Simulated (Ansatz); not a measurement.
The relaxed structure here is a generated cell of TiC: the first start was made by placing the elements on the sites of a structure type, and the end was not matched to a known phase here, so it may be hypothetical. Known forms of TiC include space group No. 225.

A relaxed cell of TiC (P4/mmm (No. 123)), relaxed on a k-mesh at least as fine as the one used below. These are PBE (plane waves to 420 eV, PAW, scalar-relativistic; Ansatz, a program for electronic structure) values and carry that method's errors. Γ-centred k-mesh 6×12×11 on the run's cell (coarser than for final values), Fermi–Dirac smearing 0.05 eV.

```yaml
crystal:
  lattice:
    - [5.20836, 0.00000, 0.00000]
    - [0.00000, 2.60418, 0.00000]
    - [0.00000, 0.00000, 2.92061]
  atoms:
    - { symbol: C, position: [0.25000, 0.50000, 0.50000] }
    - { symbol: C, position: [0.75000, 0.50000, 0.50000] }
    - { symbol: Ti, position: [0.00000, 0.00000, 0.00000] }
    - { symbol: Ti, position: [0.50000, 0.00000, 0.00000] }
```

The atoms are displaced along an unstable phonon of this cell by (Å):

| atom | ux | uy | uz |
|---|---|---|---|
| C1 | 0.000 | 0.000 | 0.000 |
| C2 | 0.000 | 0.000 | 0.000 |
| Ti3 | 0.000 | 0.150 | 0.000 |
| Ti4 | 0.000 | -0.150 | 0.000 |

Question: What forces (eV/Å) and pressure result?

Answer: 
```csv
atom,Fx,Fy,Fz
C1,0.00,0.00,0.00
C2,0.00,0.00,0.00
Ti3,0.00,1.38,0.00
Ti4,0.00,-1.38,0.00
```

Pressure 0.0 GPa.

Question: Estimate the energy cost of the displacement in the harmonic approximation and compare with the calculation.

Answer: For a harmonic well ΔE = −½ Σ F·u = -0.207 eV a cell, or -52 meV/atom. The calculated energy relative to the undisplaced cell is -0.07 eV/atom, so anharmonic terms matter at this amplitude.

The undisplaced cell is probably no minimum: from this displacement the run went on to Pmma (No. 51), 0.35 eV/atom below it.

No spin polarisation in the result.
